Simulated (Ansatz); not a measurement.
Values for one crystal, relaxed and computed with the program Ansatz at the LDA level (PAW); other levels are named.

- Volume per atom = 25.52 Å³
- Electronic character = metallic (no gap)
- Bulk modulus (Birch–Murnaghan fit) = 297 kbar
- Pressure derivative B′ = 9.7
- Highest zone-centre frequency = 208 cm⁻¹
- Density of states at the Fermi level = 0.24 states/eV per atom (mean over ±0.08 eV)
- Formation energy from the elements (no fitted shifts) = -1.06 eV/atom

**Question.** Which compound is it?
A) HfTeSe, P3m1 (Hf on 1a, Te on 1c, Se on 1b)
B) ZnHgTe2, R3m (Zn on 3a, Hg on 3a, Te on 3a, Te on 3a)
C) ZrSnTe, P4/nmm (Zr on 2c, Sn on 2a, Te on 2c)
D) PbSe, P-6m2 (Pb on 1a, Se on 1f)

**Answer.** A, HfTeSe, P3m1 (Hf on 1a, Te on 1c, Se on 1b)

The workflow started from a Materials Project entry (that database holds measured and hypothetical structures alike); the Crystallography Open Database copy checked does not list it. Its standing as an ambient phase is unchecked. Symmetry was held in the LDA relaxation; its stability against distortions is not shown here. The run is not spin-polarised. A crystal of weakly bound layers computed without a dispersion correction: the cell and the soft elastic constants depend strongly on that. As this level gives no gap, phonon frequencies hold no LO–TO term and depend on the k-mesh and smearing (Fermi–Dirac, 0.1 eV here). The references are the lowest solids computed at this level, not always the standard phases. Spin–orbit coupling is left out wherever it is not named.

Potentials: the later of the program's two PAW sets.
